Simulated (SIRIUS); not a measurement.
Worked example: self-consistent single point of Si₃N₄ (P6_3/m, 14 atoms in the cell; from Materials Project mp-988, changed as shown) in SIRIUS.

Method: PBEsol, GBRV PBEsol ultrasoft pseudopotentials (plane waves; SIRIUS).

The change in words: lattice vector c scaled by 0.99. Reference geometry (P6_3/m):
```xyz
14
Lattice="7.4296 0.0000 0.0000 -3.7148 6.4343 0.0000 0.0000 0.0000 2.8384" Properties=species:S:1:pos:R:3 pbc="T T T"
Si    -1.3477     5.3079     2.1288
Si     5.0625     1.1263     0.7096
Si     2.1590     1.4868     0.7096
Si     1.5558     4.9474     2.1288
Si    -0.2081     2.6131     2.1288
Si     3.9230     3.8211     0.7096
N      0.0000     4.2895     2.1288
N      3.7148     2.1447     0.7096
N      4.7124     4.3100     2.1288
N     -0.9975     2.1243     0.7096
N     -1.3764     6.2360     0.7096
N      5.0912     0.1982     2.1288
N      1.3409     1.9260     2.1288
N      2.3739     4.5082     0.7096
```

Reference input (self-consistent single point, DFT, PBEsol, plane waves, GBRV PBEsol ultrasoft pseudopotentials): parameters.ngridk = 4 4 9; parameters.xc_functionals = [XC_GGA_X_PBE_SOL, XC_GGA_C_PBE_SOL]; parameters.gk_cutoff = 6.325 1/bohr; parameters.pw_cutoff = 14.143 1/bohr; parameters.smearing = fermi_dirac; parameters.smearing_width = 0.000367493 Ha; potentials = GBRV PBEsol ultrasoft pseudopotentials; parameters.electronic_structure_method = pseudopotential; parameters.num_bands = 38; parameters.num_mag_dims = 0; parameters.num_dft_iter = 100; parameters.energy_tol = 1e-07 Ha. This run's input differs from it in these lines:

```diff
@@ -34,3 +34,3 @@
       [-0.5000000087, 0.8660253494, 0.0],
-      [0.0, 0.0, 0.3820348735]
+      [0.0, 0.0, 0.3782144979]
     ],
```

Output (repeated stretches shortened):

```
[find] density tolerance         : 1e-06
[find] total energy tolerance    : 1e-07
[find] iter_solver_tol (initial) : 0.01
[find] iter_solver_tol (target)  : 1e-13
[find] num_dft_iter              : 100
Charges and magnetic moments
--------------------------------------------------------------------------------
total charge          : 64.000000
[find] | SCF iteration   0 out of 100|
[diagonalize] iterative solver tolerance (occupied, empty): 0.01 0.01
[diagonalize] average number of iterations: 2.4
[find] Charges and magnetic moments
[find] total charge          : 64.000000
[find] Energy
   [... lines left out ...]

[find] Charges and magnetic moments
[find] total charge          : 64.000000
[find] Energy
[find] smearing (-TS)                 :       0.00000000
[find] Total energy                   :    -109.64234566 (Ha),    -219.28469132 (Ry)
[find] Free energy (E-TS)             :    -109.64234566 (Ha),    -219.28469132 (Ry)
[find] band gap (eV)                  :       4.67195939
[find] Efermi                         :       0.37740022
[find] iteration : 16, RMS (target) : 6.7948e-07 (1.0000e-06) , energy difference (target) : -1.6769e-12 (1.0000e-07)
[find] bands are converged : true
[find] iterative solver converged : true
[find] converged after 17 SCF iterations!
[find] Charges and magnetic moments
[find] total charge          : 64.000000
[find] Energy
[find] smearing (-TS)                 :       0.00000000
[find] Total energy                   :    -109.64234566 (Ha),    -219.28469132 (Ry)
[find] Free energy (E-TS)             :    -109.64234566 (Ha),    -219.28469132 (Ry)
[find] band gap (eV)                  :       4.67195939
[find] Efermi                         :       0.37740022
[ground_state] === stress tensor components [kbar] ===
[ground_state] === stress_total ===
[ground_state]  -239.645389    0.000000    0.000000
[ground_state]     0.000000 -239.645428   -0.000000
[ground_state]     0.000000   -0.000000 -320.186359
[ground_state] ==== total Forces in Ha/bohr =====
   [... lines left out ...]
[ground_state] atom:    9, force:      -0.0070448     -0.0027121     -0.0000000
[ground_state] atom:   10, force:       0.0011737      0.0074571      0.0000000
[ground_state] atom:   11, force:      -0.0011737     -0.0074571      0.0000000
[ground_state] atom:   12, force:      -0.0058712      0.0047450     -0.0000000
[ground_state] atom:   13, force:       0.0058712     -0.0047450     -0.0000000
```

The run converged in 17 iterations. SIRIUS prints the stress tensor with tension positive. Against the reference run the free energy goes up by 16.9 meV/atom, the pressure goes from 23.00 to 26.65 GPa and the largest force goes from 0.154 to 0.388 eV/Å.

The structure comes from a collection of computed structures, made at another level of theory; the collection holds predicted forms beside known ones. Its lattice was then scaled. At this pressure the cell is far from its equilibrium volume at this level.

Cost on one core: very roughly 120 core-seconds.

The gap that the log prints is read on the run's mesh, which can miss the band edges or a crossing.
